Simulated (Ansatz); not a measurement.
Os (hcp (Mg type)), relaxed and computed with several functionals in Ansatz (plane waves, PAW). Much of their spread follows the volume that each gives.

| functional | V (Å³/atom) | K_Hill (GPa) |
|---|---|---|
| r²SCAN | 14.01 | 428 |
| PBE | 14.28 | 398 |
| r²SCAN+D4 | 13.95 | 435 |
| PBEsol | 13.89 | 432 |
| PBE+D3(BJ) | 14.01 | ? |

Task: Fit a straight line to ln K against ln V and predict the withheld value.

Result: Least squares on the 4 shown rows: ln K = -3.27 × ln V + (14.684), with a scatter of 0.8 %. For PBE+D3(BJ) this gives 425. The run itself gave 419, a miss of 1.4 % of that.

All cells were relaxed under the symmetry of their starts (and spin orders); stability against distortions was not tested throughout. Rows with no word on spin ran without spin polarisation. Spin–orbit coupling is left out wherever it is not named.

Potentials: the later of the program's two PAW sets.

Ansatz (an electronic-structure program) is a plane-wave DFT program.
